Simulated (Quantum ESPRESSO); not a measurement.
# Zr4O7F: input and log of a self-consistent run

Computed values, not a measurement. The program is pw.x of Quantum ESPRESSO 7.5 (plane-wave density functional theory). The cell is made up: 12 atoms on a rutile lattice, with randomly drawn elements, strain and displacements, not relaxed. PseudoDojo standard norm-conserving files (v0.5 for PBE, v0.4.1 for LDA and PBEsol) set the functional; there is no spin polarisation, spin-orbit coupling or dispersion term, and the masses in the input are unused placeholders. A spin-polarised start on this cell or one of its family kept no moment above 0.05 Bohr magneton at the same smearing; a narrower smearing was not tried.

Input:

```
&control calculation='scf', pseudo_dir='./dojo.nc.sr.pbe.v0_5.standard.upf', outdir='./o', disk_io='low', tprnfor=.true., tstress=.true. /
&system ibrav=0, nat=12, ntyp=3, nbnd=59, ecutwfc=84.00895049, nosym=.true., tot_charge=0,
 occupations='smearing', smearing='fd', degauss=0.0073498644
/
&electrons conv_thr=7.350e-09, electron_maxstep=60, /
ATOMIC_SPECIES
F 1.0 F.upf
O 1.0 O.upf
Zr 1.0 Zr.upf
CELL_PARAMETERS angstrom
4.7577 0.0 0.0
0.0 4.7577 0.0
0.0 0.0 6.35
ATOMIC_POSITIONS angstrom
Zr 0.0204 0.0294 0.0276
Zr 2.4516 2.4709 1.5723
Zr -0.0248 0.0051 3.1684
Zr 2.4031 2.3667 4.7368
O 1.4825 1.4545 -0.0727
O 3.2744 3.273 -0.0169
O 3.7997 0.9025 1.5679
O 0.8857 3.8096 1.631
O 1.4767 1.4545 3.1062
F 3.3568 3.251 3.1708
O 3.8354 0.9242 4.7164
O 0.8985 3.7416 4.7243
K_POINTS automatic
7 7 6 1 1 1
```

The log is shortened where brackets say so; the opening notice, blank lines, dates and the lines on written files are dropped, and the path of the files is cut. It prints rydbergs, bohrs and kilobars, and counts compression as positive stress.

```
     Program PWSCF v.7.5
     Parallel version (MPI & OpenMP), running on       4 processor cores
     Number of MPI processes:                 4
     Threads/MPI process:                     1
     [start-up lines left out]
     bravais-lattice index     =            0
     lattice parameter (alat)  =       8.9907  a.u.
     unit-cell volume          =     969.9837 (a.u.)^3
     number of atoms/cell      =           12
     number of atomic types    =            3
     number of electrons       =        97.00
     number of Kohn-Sham states=           59
     kinetic-energy cutoff     =      84.0090  Ry
     charge density cutoff     =     336.0358  Ry
     scf convergence threshold =      7.3E-09
     mixing beta               =       0.7000
     number of iterations used =            8  plain     mixing
     Exchange-correlation= PBE
                           (   1   4   3   4   0   0   0)
     [axes and pseudopotential details left out]
   Cartesian axes
     site n.     atom                  positions (alat units)
         1        Zr     tau(   1) = (   0.0042878   0.0061795   0.0058011  )
         2        Zr     tau(   2) = (   0.5152910   0.5193476   0.3304748  )
         3        Zr     tau(   3) = (  -0.0052126   0.0010719   0.6659520  )
         4        Zr     tau(   4) = (   0.5050970   0.4974462   0.9956071  )
         5        O      tau(   5) = (   0.3116001   0.3057149  -0.0152805  )
         6        O      tau(   6) = (   0.6882317   0.6879374  -0.0035521  )
         7        O      tau(   7) = (   0.7986422   0.1896925   0.3295500  )
         8        O      tau(   8) = (   0.1861614   0.8007230   0.3428127  )
         9        O      tau(   9) = (   0.3103811   0.3057149   0.6528785  )
        10        F      tau(  10) = (   0.7055510   0.6833134   0.6664565  )
        11        O      tau(  11) = (   0.8061458   0.1942535   0.9913193  )
        12        O      tau(  12) = (   0.1888518   0.7864304   0.9929798  )
     number of k points=   147  Fermi-Dirac smearing, width (Ry)=  0.0073
     Number of k-points >= 100: set verbosity='high' to print them.
     Dense  grid:   100863 G-vectors     FFT dimensions: (  54,  54,  72)
     Estimated max dynamical RAM per process >     578.51 MB
     Estimated total dynamical RAM >       2.19 GB
     Initial potential from superposition of free atoms
     starting charge      96.9905, renormalised to      97.0000
     Starting wfcs are   72 randomized atomic wfcs
     total cpu time spent up to now is       16.6 secs
     per-process dynamical memory:   527.3 Mb
     Self-consistent Calculation
     iteration #  1     ecut=    84.01 Ry     beta= 0.70
     Davidson diagonalization with overlap
     ethr =  1.00E-02,  avg # of iterations =  2.0
     total cpu time spent up to now is       50.4 secs
     total energy              =    -685.22052719 Ry
     estimated scf accuracy    <       4.15272736 Ry
     iteration #  2     ecut=    84.01 Ry     beta= 0.70
     Davidson diagonalization with overlap
     ethr =  4.28E-03,  avg # of iterations =  4.1
     total cpu time spent up to now is       96.1 secs
     total energy              =    -685.14156312 Ry
     estimated scf accuracy    <       9.83247557 Ry
     iteration #  3     ecut=    84.01 Ry     beta= 0.70
     Davidson diagonalization with overlap
     ethr =  4.28E-03,  avg # of iterations =  2.9
     total cpu time spent up to now is      132.1 secs
     total energy              =    -687.18447605 Ry
     estimated scf accuracy    <       0.33565393 Ry
     iteration #  4     ecut=    84.01 Ry     beta= 0.70
     Davidson diagonalization with overlap
     ethr =  3.46E-04,  avg # of iterations =  3.4
     total cpu time spent up to now is      167.1 secs
     total energy              =    -687.26182068 Ry
     estimated scf accuracy    <       0.09954521 Ry
     iteration #  5     ecut=    84.01 Ry     beta= 0.70
     Davidson diagonalization with overlap
     ethr =  1.03E-04,  avg # of iterations =  2.9
     total cpu time spent up to now is      197.6 secs
     total energy              =    -687.26201030 Ry
     estimated scf accuracy    <       0.03195721 Ry
     [iterations 6 to 10 left out]
     iteration # 11     ecut=    84.01 Ry     beta= 0.70
     Davidson diagonalization with overlap
     ethr =  5.95E-08,  avg # of iterations =  5.3
     total cpu time spent up to now is      410.8 secs
     total energy              =    -687.26808858 Ry
     estimated scf accuracy    <       0.00001109 Ry
     iteration # 12     ecut=    84.01 Ry     beta= 0.70
     Davidson diagonalization with overlap
     ethr =  1.14E-08,  avg # of iterations =  2.1
     total cpu time spent up to now is      441.7 secs
     total energy              =    -687.26808841 Ry
     estimated scf accuracy    <       0.00000240 Ry
     iteration # 13     ecut=    84.01 Ry     beta= 0.70
     Davidson diagonalization with overlap
     ethr =  2.47E-09,  avg # of iterations =  4.9
     total cpu time spent up to now is      480.3 secs
     total energy              =    -687.26808901 Ry
     estimated scf accuracy    <       0.00000006 Ry
     iteration # 14     ecut=    84.01 Ry     beta= 0.70
     Davidson diagonalization with overlap
     ethr =  5.98E-11,  avg # of iterations =  5.1
     total cpu time spent up to now is      524.3 secs
     total energy              =    -687.26808903 Ry
     estimated scf accuracy    <       0.00000002 Ry
     iteration # 15     ecut=    84.01 Ry     beta= 0.70
     Davidson diagonalization with overlap
     ethr =  2.38E-11,  avg # of iterations =  2.1
     total cpu time spent up to now is      558.2 secs
     End of self-consistent calculation
     Number of k-points >= 100: set verbosity='high' to print the bands.
     the Fermi energy is    14.2551 ev
!    total energy              =    -687.26808904 Ry
     estimated scf accuracy    <          1.2E-09 Ry
     smearing contrib. (-TS)   =      -0.01246807 Ry
     internal energy E=F+TS    =    -687.25562096 Ry
     The total energy is F=E-TS. E is the sum of the following terms:
     one-electron contribution =    -159.75077483 Ry
     hartree contribution      =     137.63859040 Ry
     xc contribution           =    -150.99282100 Ry
     ewald contribution        =    -514.15061553 Ry
     convergence has been achieved in  15 iterations
     Forces acting on atoms (cartesian axes, Ry/au):
     atom    1 type  3   force =     0.01547013   -0.01639882   -0.03987892
     atom    2 type  3   force =    -0.09575349   -0.08953077   -0.10738494
     atom    3 type  3   force =     0.10874472    0.09043454    0.01700493
     atom    4 type  3   force =    -0.08681822   -0.06250144    0.09415700
     atom    5 type  2   force =    -0.00659233   -0.00733970    0.03433964
     atom    6 type  2   force =     0.05087222    0.05745364   -0.02929342
     atom    7 type  2   force =    -0.01603578    0.01335203    0.01419692
     atom    8 type  2   force =     0.01893996   -0.02021542   -0.01327098
     atom    9 type  2   force =    -0.01116856   -0.01541614    0.00443152
     atom   10 type  1   force =     0.03576188    0.02918724    0.01798729
     atom   11 type  2   force =    -0.00342816   -0.00062340    0.01418030
     atom   12 type  2   force =    -0.00999238    0.02159826   -0.00646934
     Total force =     0.290996     Total SCF correction =     0.000055
     Computing stress (Cartesian axis) and pressure
          total   stress  (Ry/bohr**3)                   (kbar)     P=      247.54
   0.00147874   0.00012441  -0.00014293          217.53       18.30      -21.03
   0.00012441   0.00150444  -0.00002204           18.30      221.31       -3.24
  -0.00014293  -0.00002204   0.00206500          -21.03       -3.24      303.77
     init_run     :     15.38s CPU     16.35s WALL (       1 calls)
     electrons    :    538.53s CPU    541.60s WALL (       1 calls)
     forces       :      6.63s CPU      6.67s WALL (       1 calls)
     stress       :     23.22s CPU     24.05s WALL (       1 calls)
     [timing details left out]
     PWSCF        :   9m44.21s CPU   9m49.43s WALL
     JOB DONE.
```

In other units: free energy -9350.759 eV for the cell, pressure 24.75 GPa, largest force component 2.796 eV/Å. A rerun of a related cell, with the same atoms placed differently, at a cutoff of 1467 eV and k mesh 9 x 9 x 8 moved values by no more than 0.003 eV in energy, 0.04 GPa in stress and 0.002 eV/Å in force.